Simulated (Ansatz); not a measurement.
Here is an unrelaxed guess for Hf2Si3.

```xyz
5
Lattice="2.6596 -2.6696 0.0000 2.6596 2.6696 0.0000 0.0000 0.0000 5.8955" Properties=species:S:1:pos:R:3 pbc="T T T"
Hf    1.3298    1.3348    0.0000
Hf    1.3298   -1.3348    0.0000
Si    0.0000    0.0000    1.0749
Si    0.0000    0.0000    4.8206
Si    2.6596    0.0000    2.9477
```

Level of theory: Ansatz, DFT PBE, scalar-relativistic, plane waves, PAW. Cutoff 420 eV; k points 4×4×4 on the computed 5-atom cell (Γ-centred); Gaussian smearing, width 0.10 eV; no spin polarisation.

Formation energies are uncorrected and refer to the elements' standard structures at the same level.

Q: What does a single point on this coarse mesh give?

A: The pressure is 81.1 GPa (the mean over three directions, positive in compression), the largest force is 14.87 eV/Å, and the energy is +3.02 eV/atom against the elements. The shortest distance is 2.15 Å.

Q: How much does it gain on relaxing, and where does it end?

A: Relaxing gains about 2.8 eV/atom (the start's value is from the coarse mesh, so the gain is rough) in 22 ionic steps and ends at +0.26 eV/atom on the finer mesh. The symmetry goes from Cmmm (No. 65) to P4/mmm (No. 123). The volume per atom grows by 21.9 %, from 16.7 to 20.4 Å³. The shortest distance goes from 2.15 Å (Si–Si) to 2.21 Å (Si–Si). Conventional cell: a = 4.680 Å, c = 4.662 Å. Around Hf lie 4 Si at 2.64 Å, 4 Si at 3.30 Å and 4 Hf at 3.31 Å; Si on a site of symmetry 4mm has 1 Si at 2.21 Å, 1 Si at 2.45 Å, 4 Hf at 2.64 Å and 4 Si at 3.49 Å; Si on a site of symmetry 4/mmm is surrounded by 8 Hf at 3.30 Å and 8 Si at 3.49 Å.

The last run used a 10×10×8 mesh (in the run's order of axes) for its 5-atom cell and Gaussian smearing of 0.10 eV. These runs have no spin–orbit coupling, which can matter for Hf. The relaxation can't lower the symmetry of the start. A structure relaxed within its symmetry needn't be a true minimum. Another cell of Hf2Si3 relaxed alike, in P-3m1, lies 0.78 eV/atom lower, so this cell isn't the stable form at this level.
